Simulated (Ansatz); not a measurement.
**CsHCl: reading a single point**

```
Cl Cs H
1.0
     4.64614    0.00000    0.00000
     0.00000    4.64614    0.00000
     0.00000    0.00000    7.65334
Cl Cs H
2 2 2
Direct
  0.25000 0.25000 0.65260
  0.75000 0.75000 0.34740
  0.25000 0.25000 0.20910
  0.75000 0.75000 0.79090
  0.75000 0.25000 0.00000
  0.25000 0.75000 0.00000
```

Single point in Ansatz 0.2.0 with r2SCAN, no spin polarisation. Cutoff 500 eV, PAW datasets, 7×7×5 Γ-centred k mesh, fermi-dirac filling (width 0.1 eV).

- Electronic structure: It is a metal, with about 7.1 states/eV a cell as the mean within 0.25 eV of the Fermi level, mostly H s (73 %) and Cl p (16 %).
- Formation energy: -0.34 eV an atom against the elements' usual phases (free molecules for gases, crystals otherwise, with no correction for O₂ or N₂), so it is bound against them; other compounds may still compete. Relaxing would lower it.
- Forces: The largest is on Cl1 (and as large on other atoms): 0.47 eV/Å, components (0.00, 0.00, 0.47). It makes 180° with the line to a nearest neighbour, Cs3 at 3.39 Å, pointing away from it.
- Charges: Bader charges in e: Cs +0.84, H -0.19, Cl -0.65. In the mean Cs gives up most and Cl takes most.
- Stress: The pressure is 0.4 GPa (compression positive), so with the atoms held at these fractions the cell is close to zero pressure. The principal stresses -1.2, 1.2, 1.2 GPa differ, so its shape would change too.

Origin: a known structure type with other elements, at an estimated volume, so it need not be a known compound. Caveats: many states at the Fermi level without spin polarisation, so a magnetic state may lie lower; the Fermi level lies in a narrow band between gaps, which spin or distortion may split.
